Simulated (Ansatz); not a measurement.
**4 guesses for CoSiGe₃ and where they end**

Computed with DFT PBE, scalar-relativistic, plane waves, PAW (Ansatz 0.2.0). Settings: cutoff 420 eV, Γ-centred meshes spaced at most about 0.3 Å⁻¹, and about 0.25 Å⁻¹ or finer for metals (2π included), Gaussian smearing. Collinear spin in cells that started with moments and kept them past the coarse steps, no spin elsewhere.

Each guess was relaxed in cell and atoms at zero pressure, within the symmetry of its start. Temperature and zero-point effects are left out. Coordination counts Ge or Si atoms around Co (for each partner element, those within 1.25 times its shortest distance or 1.15 times the sum of covalent radii, where it is the nearest in units of that sum or under 1.3; a plus sign parts groups by distance over the sum of covalent radii; the shortest distance is added where it exceeds 1.18 times the sum of covalent radii).

| guess | made from | start group | V start (Å³/atom) | end group | V end (Å³/atom) | coordination at the end | gap on mesh (eV) | largest moment (μB) | E over the lowest end (meV/atom) |
| --- | --- | --- | --- | --- | --- | --- | --- | --- | --- |
| 1 | EuBRh3 type | Pm-3m | 16.0 | Pm-3m (cubic perovskite) | 21.3 | Co 12 from 3.4 Å | 0 | 2.1 | 633 |
| 2 | random cell | P6/mmm | 20.3 | P6/mmm | 21.1 | Co 2+6 | 0 | - | 123 |
| 3 | Ce3InC type | Pm-3m | 17.2 | Pm-3m (cubic perovskite) | 18.8 | Co 6 | 0 | - | 0 |
| 4 | random cell | P4/mmm | 15.9 | ? | ? | ? | ? | ? | ? |

Guess 4 as it starts:

```
Co Si Ge
1.0
     3.58138    0.00000    0.00000
     0.00000    3.58138    0.00000
     0.00000    0.00000    6.20893
Co Si Ge
1 1 3
Direct
  0.00000 0.00000 0.50000
  0.50000 0.50000 0.00000
  0.50000 0.50000 0.29953
  0.50000 0.50000 0.70047
  0.00000 0.00000 0.00000
```

Question: Predict the end of this guess and its energy over the lowest end.

Answer: It ends in space group P4/mmm (No. 123), with a = 3.369 Å, c = 7.682 Å, 17.4 Å³/atom and no gap, with moments up to 0.8 μB. It lies 18 meV/atom over the lowest end, above guess 3 and below guess 2. Counting Ge or Si atoms around Co, this end has Co 8 and the lowest (guess 3) has Co 6. This end holds Ge–Ge pairs (shortest 2.59 Å); in the lowest (guess 3) the shortest Ge–Ge distance is 3.22 Å.

```xyz
5
Lattice="3.3689 0.0000 0.0000 0.0000 3.3689 0.0000 0.0000 0.0000 7.6820" Properties=species:S:1:pos:R:3 pbc="T T T"
Co    0.0000    0.0000    3.8410
Si    1.6844    1.6844    0.0000
Ge    1.6844    1.6844    2.5484
Ge    1.6844    1.6844    5.1335
Ge    0.0000    0.0000    0.0000
```

Energies over the elements count from the elements' standard structures at the same level, with no fitted energy shifts.

Question: Is the lowest end bound against the elements?

Answer: No: its formation energy is +0.43 eV/atom. It can't be a ground state, since the elements alone are lower.

The magnetic state reached may not be the lowest. Trial moments died out on the coarse mesh in Pm-3m and P6/mmm; another magnetic start might hold. Cells relaxed within their symmetry can be saddle points. A lower structure may well exist outside this small set. Some types were kept out of the candidates beforehand, so the set may lack a known form.
